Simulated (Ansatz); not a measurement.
Geometry optimisation in Ansatz: input, command and trajectory.

```yaml
crystal:
  lattice:
    - [-3.9832634, 3.9832634, -3.9832634]
    - [3.9832634, 3.9832634, 3.9832634]
    - [3.9832634, -3.9832634, -3.9832634]
  atoms:
    - { symbol: Al, position: [0.2522820255, 0.0024128239, 0.7517003029] }
    - { symbol: Al, position: [0.9973575881, 0.2482538419, 0.7451587084] }
    - { symbol: Al, position: [0.5021481181, 0.0056219564, 0.507045683] }
    - { symbol: Al, position: [0.2518753183, 0.2546902219, 0.5060882946] }
    - { symbol: Al, position: [0.5043240701, 0.7572449193, 0.7547318666] }
    - { symbol: Al, position: [0.9992507799, 0.4995733772, 0.5022966619] }
    - { symbol: Al, position: [0.5061558148, 0.2532763113, 0.2478079249] }
    - { symbol: Al, position: [0.7559965542, 0.7512889579, 0.5024598235] }
    - { symbol: Al, position: [0.0007188679, 0.0009887798, 0.0020305256] }
    - { symbol: Al, position: [0.248872942, 0.4985870205, 0.2489494342] }
    - { symbol: Al, position: [0.0009138934, 0.7471956498, 0.2467354992] }
    - { symbol: Al, position: [0.7530086423, 0.2571190217, 0.0075220656] }
    - { symbol: Al, position: [0.4967531327, 0.4971134908, 0.0019891237] }
    - { symbol: Al, position: [0.247703067, 0.7518593037, 0.0035809203] }
    - { symbol: Co, position: [0.7506064904, 0.5011282158, 0.7526125295], spin: 3.0 }
    - { symbol: Co, position: [0.7526736723, 0.0001355744, 0.2508919378], spin: 3.0 }
  symmetry: { detect: false }
basis:
  ecutwfc: 500
kpoints:
  mp_grid: { grid: [2, 2, 2], shift: [0.5, 0.5, 0.5] }
hamiltonian:
  xc: r2scan
scf:
  occupations: { method: gaussian, width: 0.1 }
  lower_state_search: "off"
output:
  forces: true
  stress: true
  eigenvalues: true
  populations: true
magnetization:
  spin_polarized: true
relax:
  adjacent_minimum: "off"
  f_tol: 0.04
  max_steps: 50
  cell: { stress_tol: 0.3 }
```

```bash
ansatz run input.yaml --threads 4 --pin off --max-ram 9216MiB --backend cpu --events-out ev --progress --plain --runs-dir out
```

These are results of DFT r2SCAN, scalar-relativistic, plane waves, PAW in Ansatz 0.2.0, not measurements.

Of 5 frames 4 are shown, positions in Å and forces in eV/Å; the SCF threshold varies from step to step. Steps run on the plane waves of an earlier cell, with a Pulay correction in the pressure. The basis is chosen afresh for the last frame, the zero of the energies, and at times for earlier ones too; energy and pressure can step there, also at an unchanged geometry. Where two frames share a geometry here, they differ by under 2 meV/atom and 0.3 GPa.

```xyz
16
Lattice="-3.9833 3.9833 -3.9833 3.9833 3.9833 3.9833 3.9833 -3.9833 -3.9833" Properties=species:S:1:pos:R:3:forces:R:3 pbc="T T T" step=1 free_energy_over_end_meV_per_atom=26.71 pressure_GPa=-5.96
Al    1.9989   -1.9797   -3.9895   -0.0280   -0.0888    0.0086
Al   -0.0157    1.9934   -5.9520    0.1087   -0.0597   -0.0446
Al    0.0419    0.0029   -3.9975   -0.0687    0.1393    0.0780
Al    2.0271    0.0019   -2.0047   -0.1769    0.0493    0.0429
Al    4.0137    2.0189   -1.9988    0.0136   -0.1790   -0.1328
Al    0.0104    3.9694   -3.9911    0.0358    0.0435   -0.0467
Al   -0.0202    2.0379   -1.9944    0.1135   -0.3431   -0.1203
Al    1.9827    4.0025   -2.0202    0.0399   -0.0283    0.1018
Al    0.0092   -0.0013   -0.0070    0.0438   -0.0074    0.0011
Al    1.9863    1.9857    0.0030    0.0104    0.0187   -0.0837
Al    3.9554    1.9971    1.9898    0.2195   -0.0500    0.1203
Al   -1.9453    3.9936   -2.0052   -0.2513    0.0211    0.0265
Al    0.0094    3.9509   -0.0065    0.0472    0.3051    0.0601
Al    2.0225    3.9673    1.9939   -0.1561    0.1357   -0.0147
Co    2.0041    1.9881   -3.9916   -0.0086    0.0291   -0.0140
Co   -1.9982    1.9993   -3.9969    0.0573    0.0145    0.0175
16
Lattice="-3.9879 3.8067 -3.8059 3.9900 3.8095 3.8065 3.9864 -3.8073 -3.8051" Properties=species:S:1:pos:R:3:forces:R:3 pbc="T T T" step=2 free_energy_over_end_meV_per_atom=6.02 pressure_GPa=3.05
Al    1.9985   -1.9045   -3.8100    0.0485    0.0294    0.0189
Al    0.0034    1.9044   -5.7086   -0.0101    0.0417    0.1896
Al    0.0216    0.0154   -3.8041   -0.0702    0.0907   -0.0956
Al    1.9965    0.0083   -1.9080    0.0817   -0.0318   -0.0124
Al    4.0129    1.8938   -1.9295   -0.0834    0.1675   -0.0711
Al    0.0137    3.8080   -3.8126   -0.0394   -0.2307    0.0354
Al   -0.0007    1.8903   -1.9179   -0.0015    0.1921   -0.1460
Al    2.0031    3.8091   -1.9031    0.0404   -0.0069   -0.0367
Al    0.0143   -0.0022   -0.0052   -0.0646   -0.1764    0.0158
Al    1.9976    1.9115   -0.0118    0.0633   -0.0051    0.0446
Al    3.9972    1.9040    1.9201   -0.0188    0.0634    0.0796
Al   -1.9864    3.8119   -1.9086    0.0458   -0.0057    0.0050
Al    0.0099    3.8300   -0.0029   -0.0525    0.0060   -0.0522
Al    1.9997    3.8152    1.8985    0.0695   -0.0614   -0.0111
Co    1.9993    1.9140   -3.8176    0.0222   -0.0308    0.0223
Co   -1.9752    1.9167   -3.8152   -0.0310   -0.0419    0.0136
16
Lattice="-3.9865 3.8648 -3.8615 3.9866 3.8655 3.8622 3.9849 -3.8654 -3.8606" Properties=species:S:1:pos:R:3:forces:R:3 pbc="T T T" step=3 free_energy_over_end_meV_per_atom=0.08 pressure_GPa=-0.28
Al    2.0011   -1.9311   -3.8652   -0.0030    0.0100   -0.0059
Al    0.0004    1.9354   -5.7753    0.0239    0.0005   -0.0161
Al    0.0189    0.0228   -3.8686   -0.0293    0.0013    0.0170
Al    2.0049    0.0047   -1.9372   -0.0235    0.0015    0.0007
Al    4.0041    1.9371   -1.9580   -0.0137   -0.0116   -0.0111
Al    0.0106    3.8466   -3.8663   -0.0005    0.0161   -0.0043
Al   -0.0017    1.9378   -1.9552    0.0283   -0.0218   -0.0073
Al    2.0007    3.8699   -1.9380    0.0014   -0.0171    0.0149
Al    0.0094   -0.0120   -0.0055   -0.0023   -0.0021   -0.0022
Al    1.9989    1.9348   -0.0055    0.0110    0.0169   -0.0109
Al    3.9916    1.9365    1.9495    0.0327    0.0010   -0.0009
Al   -1.9811    3.8711   -1.9368   -0.0201   -0.0081    0.0057
Al    0.0069    3.8809   -0.0066    0.0031    0.0243    0.0127
Al    2.0045    3.8664    1.9277   -0.0154    0.0062   -0.0136
Co    2.0019    1.9361   -3.8721    0.0010   -0.0013    0.0156
Co   -1.9847    1.9417   -3.8690    0.0065   -0.0159    0.0057
16
Lattice="-3.9690 3.8680 -3.8660 3.9691 3.8686 3.8665 3.9680 -3.8685 -3.8655" Properties=species:S:1:pos:R:3:forces:R:3 pbc="T T T" step=5 free_energy_over_end_meV_per_atom=0.00 pressure_GPa=-0.14
Al    1.9928   -1.9313   -3.8711   -0.0020    0.0015   -0.0011
Al    0.0037    1.9375   -5.7834    0.0115   -0.0020   -0.0170
Al    0.0149    0.0240   -3.8722   -0.0190   -0.0102    0.0045
Al    1.9941    0.0039   -1.9392   -0.0057    0.0047    0.0013
Al    3.9840    1.9381   -1.9625   -0.0131   -0.0044    0.0125
Al    0.0105    3.8502   -3.8714   -0.0035    0.0184   -0.0013
Al    0.0020    1.9384   -1.9587    0.0165   -0.0082    0.0081
Al    1.9930    3.8721   -1.9398    0.0019   -0.0074    0.0070
Al    0.0086   -0.0134   -0.0060   -0.0016    0.0120   -0.0001
Al    1.9920    1.9377   -0.0061    0.0074    0.0046   -0.0034
Al    3.9779    1.9379    1.9522    0.0103   -0.0002   -0.0177
Al   -1.9744    3.8733   -1.9386   -0.0050   -0.0009   -0.0010
Al    0.0067    3.8875   -0.0061    0.0035   -0.0013    0.0042
Al    1.9942    3.8704    1.9290   -0.0028    0.0025   -0.0084
Co    1.9934    1.9373   -3.8752    0.0014    0.0003    0.0106
Co   -1.9743    1.9410   -3.8724    0.0003   -0.0095    0.0017
```

It took 2.7 min on 4 threads of Arm Neoverse V2 (shared host), peak memory 1.2 GiB.

The state reached may not be the lowest one. The k mesh is coarse.